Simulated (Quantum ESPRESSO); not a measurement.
Si4Ge4, input and log of a self-consistent run

A calculation, not a measurement. The program is pw.x of Quantum ESPRESSO 7.5 (plane-wave density functional theory). The cell is made up: 8 atoms on a zincblende/diamond lattice, with randomly drawn elements, strain and displacements, not relaxed. PseudoDojo standard norm-conserving files (v0.5 for PBE, v0.4.1 for LDA and PBEsol) set the functional; there is no spin polarisation, spin-orbit coupling or dispersion term, and the masses in the input are unused placeholders.

Input:

```
&control calculation='scf', pseudo_dir='./dojo.nc.sr.pbe.v0_5.standard.upf', outdir='./o', disk_io='medium', tprnfor=.true., tstress=.true. /
&system ibrav=0, nat=8, ntyp=2, nbnd=46, ecutwfc=77.98206166, nosym=.true., tot_charge=0,
 occupations='smearing', smearing='fd', degauss=0.0073498644
/
&electrons conv_thr=7.350e-09, electron_maxstep=60, /
ATOMIC_SPECIES
Ge 1.0 Ge.upf
Si 1.0 Si.upf
CELL_PARAMETERS angstrom
5.5827 0.0786 0.0492
0.0786 5.5728 0.0636
0.0492 0.0636 5.6203
ATOMIC_POSITIONS angstrom
Si 0.0983 -0.0727 0.0933
Si -0.0183 2.8683 2.844
Ge 2.8271 -0.0384 2.7749
Si 2.843 2.7712 0.0569
Ge 1.4655 1.4465 1.3881
Si 1.4904 4.3272 4.2252
Ge 4.2618 1.4384 4.1924
Ge 4.2832 4.3279 1.4735
K_POINTS automatic
6 6 6 1 1 1
```

The log is shortened where brackets say so; the opening notice, blank lines, dates and the lines on written files are dropped, and the path of the files is cut. It prints rydbergs, bohrs and kilobars, and counts compression as positive stress.

```
     Program PWSCF v.7.5
     Parallel version (MPI & OpenMP), running on       1 processor cores
     Number of MPI processes:                 1
     Threads/MPI process:                     1
     [start-up lines left out]
     bravais-lattice index     =            0
     lattice parameter (alat)  =      10.5512  a.u.
     unit-cell volume          =    1179.5034 (a.u.)^3
     number of atoms/cell      =            8
     number of atomic types    =            2
     number of electrons       =        72.00
     number of Kohn-Sham states=           46
     kinetic-energy cutoff     =      77.9821  Ry
     charge density cutoff     =     311.9282  Ry
     scf convergence threshold =      7.3E-09
     mixing beta               =       0.7000
     number of iterations used =            8  plain     mixing
     Exchange-correlation= PBE
                           (   1   4   3   4   0   0   0)
     [axes and pseudopotential details left out]
   Cartesian axes
     site n.     atom                  positions (alat units)
         1        Si     tau(   1) = (   0.0176055  -0.0130206   0.0167100  )
         2        Si     tau(   2) = (  -0.0032775   0.5137128   0.5093607  )
         3        Ge     tau(   3) = (   0.5063339  -0.0068774   0.4969848  )
         4        Si     tau(   4) = (   0.5091816   0.4963222   0.0101908  )
         5        Ge     tau(   5) = (   0.2624712   0.2590683   0.2486088  )
         6        Si     tau(   6) = (   0.2669308   0.7750019   0.7567337  )
         7        Ge     tau(   7) = (   0.7632888   0.2576176   0.7508592  )
         8        Ge     tau(   8) = (   0.7671215   0.7751273   0.2639040  )
     number of k points=   108  Fermi-Dirac smearing, width (Ry)=  0.0073
     Number of k-points >= 100: set verbosity='high' to print them.
     Dense  grid:   109771 G-vectors     FFT dimensions: (  60,  60,  60)
     Estimated max dynamical RAM per process >     145.42 MB
     Initial potential from superposition of free atoms
     starting charge      71.9943, renormalised to      72.0000
     Starting wfcs are   52 randomized atomic wfcs
     total cpu time spent up to now is       34.7 secs
     per-process dynamical memory:    93.7 Mb
     Self-consistent Calculation
     iteration #  1     ecut=    77.98 Ry     beta= 0.70
     Davidson diagonalization with overlap
     ethr =  1.00E-02,  avg # of iterations =  4.1
     Threshold (ethr) on eigenvalues was too large:
     Diagonalizing with lowered threshold
     Davidson diagonalization with overlap
     ethr =  2.15E-04,  avg # of iterations =  6.5
     total cpu time spent up to now is      300.7 secs
     total energy              =    -748.34747542 Ry
     estimated scf accuracy    <       0.17069121 Ry
     iteration #  2     ecut=    77.98 Ry     beta= 0.70
     Davidson diagonalization with overlap
     ethr =  2.37E-04,  avg # of iterations =  1.6
     total cpu time spent up to now is      391.9 secs
     total energy              =    -748.35353999 Ry
     estimated scf accuracy    <       0.01100476 Ry
     iteration #  3     ecut=    77.98 Ry     beta= 0.70
     Davidson diagonalization with overlap
     ethr =  1.53E-05,  avg # of iterations =  5.5
     total cpu time spent up to now is      533.8 secs
     total energy              =    -748.35453273 Ry
     estimated scf accuracy    <       0.00486183 Ry
     iteration #  4     ecut=    77.98 Ry     beta= 0.70
     Davidson diagonalization with overlap
     ethr =  6.75E-06,  avg # of iterations =  3.0
     total cpu time spent up to now is      641.4 secs
     total energy              =    -748.35571907 Ry
     estimated scf accuracy    <       0.00018881 Ry
     iteration #  5     ecut=    77.98 Ry     beta= 0.70
     Davidson diagonalization with overlap
     ethr =  2.62E-07,  avg # of iterations =  3.5
     total cpu time spent up to now is      762.9 secs
     total energy              =    -748.35576123 Ry
     estimated scf accuracy    <       0.00001873 Ry
     iteration #  6     ecut=    77.98 Ry     beta= 0.70
     Davidson diagonalization with overlap
     ethr =  2.60E-08,  avg # of iterations =  2.5
     total cpu time spent up to now is      869.2 secs
     total energy              =    -748.35576575 Ry
     estimated scf accuracy    <       0.00000128 Ry
     iteration #  7     ecut=    77.98 Ry     beta= 0.70
     Davidson diagonalization with overlap
     ethr =  1.78E-09,  avg # of iterations =  3.7
     total cpu time spent up to now is      978.1 secs
     total energy              =    -748.35576621 Ry
     estimated scf accuracy    <       0.00000041 Ry
     iteration #  8     ecut=    77.98 Ry     beta= 0.70
     Davidson diagonalization with overlap
     ethr =  5.75E-10,  avg # of iterations =  2.0
     total cpu time spent up to now is     1066.2 secs
     total energy              =    -748.35576631 Ry
     estimated scf accuracy    <       0.00000002 Ry
     iteration #  9     ecut=    77.98 Ry     beta= 0.70
     Davidson diagonalization with overlap
     ethr =  2.92E-11,  avg # of iterations =  2.9
     total cpu time spent up to now is     1174.7 secs
     End of self-consistent calculation
     [lines on levels left out]
!    total energy              =    -748.35576632 Ry
     estimated scf accuracy    <          3.1E-09 Ry
     smearing contrib. (-TS)   =      -0.00076733 Ry
     internal energy E=F+TS    =    -748.35499898 Ry
     The total energy is F=E-TS. E is the sum of the following terms:
     one-electron contribution =    -452.04961588 Ry
     hartree contribution      =     268.82044860 Ry
     xc contribution           =    -186.88522704 Ry
     ewald contribution        =    -378.24060467 Ry
     convergence has been achieved in   9 iterations
     Forces acting on atoms (cartesian axes, Ry/au):
     atom    1 type  2   force =     0.00033375    0.04792237   -0.05625961
     atom    2 type  2   force =     0.05401819   -0.00416323    0.00721090
     atom    3 type  1   force =    -0.01988787    0.06666750    0.03250034
     atom    4 type  2   force =     0.01419094    0.04492056   -0.04279926
     atom    5 type  1   force =    -0.03478767    0.00617559    0.02861685
     atom    6 type  2   force =    -0.01683147   -0.07480647    0.03313787
     atom    7 type  1   force =     0.00373956   -0.00800954    0.04004429
     atom    8 type  1   force =    -0.00077542   -0.07870678   -0.04245137
     Total force =     0.192666     Total SCF correction =     0.000336
     Computing stress (Cartesian axis) and pressure
          total   stress  (Ry/bohr**3)                   (kbar)     P=       13.97
   0.00012225  -0.00005818  -0.00027666           17.98       -8.56      -40.70
  -0.00005818   0.00009697  -0.00014314           -8.56       14.27      -21.06
  -0.00027666  -0.00014314   0.00006574          -40.70      -21.06        9.67
     init_run     :     32.13s CPU     34.63s WALL (       1 calls)
     electrons    :   1082.40s CPU   1140.00s WALL (       1 calls)
     forces       :     15.58s CPU     15.78s WALL (       1 calls)
     stress       :     58.58s CPU     58.82s WALL (       1 calls)
     [timing details left out]
     PWSCF        :  19m49.20s CPU  20m51.70s WALL
     JOB DONE.
```

In other units: free energy -10181.899 eV for the cell, pressure 1.40 GPa, largest force component 2.024 eV/Å. A rerun of a related cell, with the same atoms placed differently, at 1347 eV and a 8 x 8 x 8 mesh moved values by no more than 0.003 eV in energy, 0.02 GPa in stress and 0.003 eV/Å in force.